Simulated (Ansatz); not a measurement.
## WI$_{2}$F$_{2}$, a known structure type with other elements, at an estimated volume

```
CELL_PARAMETERS angstrom
0.00000 4.01466 0.00000
3.85376 0.00000 0.00000
1.92688 2.00733 -8.54785
ATOMIC_POSITIONS crystal
W 0.00000 0.00000 0.00000
I 0.16072 0.16072 0.67856
I 0.83928 0.83928 0.32144
F 0.50000 0.00000 0.00000
F 0.00000 0.50000 0.00000
```

Single point in Ansatz 0.2.0 with PBEsol, spin-orbit coupling. Cutoff 420 eV, PAW datasets, 5×5×2 Γ-centred k mesh, fermi-dirac filling (width 0.1 eV).

Magnetic state (reached from a saved solution, and it need not be the lowest): W1 along (-0.25, 0.97, 0.05).

Task: What happens at the Fermi level?

Result: It is a metal, with about 3.4 states/eV a cell as the mean within 0.25 eV of the Fermi level, mostly W d (65 %) and I p (25 %).

Task: Which atom feels the largest force, and which way?

Result: The largest is on I2 (and as large on other atoms): 0.76 eV/Å, components (0.00, 0.01, -0.76). It makes 1° with the line to a nearest neighbour, W1 at 2.75 Å, pointing towards it.

Task: What does the stress say?

Result: The pressure is 0.9 GPa (compression positive), so with the atoms held at these fractions the cell would first expand. The principal stresses -5.4, 0.8, 7.3 GPa differ, so its shape would change too.

Task: What is the formation energy?

Result: -0.96 eV an atom against the elements' usual phases (free molecules for gases, crystals otherwise, with no correction for O₂ or N₂), so it is bound against them; other compounds may still compete. Relaxing would lower it.

Task: How large are the moments?

Result: W1 0.89 μB of spin moment in Bader basins; net size 1.18 μB a cell.

Task: Which element gives electrons and which takes them?

Result: Bader charges in e: W +1.95, I -0.28, F -0.69. In the mean W gives up most and F takes most.

Origin: a known structure type with other elements, at an estimated volume, so it need not be a known compound. Caveats: the k mesh is coarse if the cell is a metal; the SCF threshold is loose for a stress.
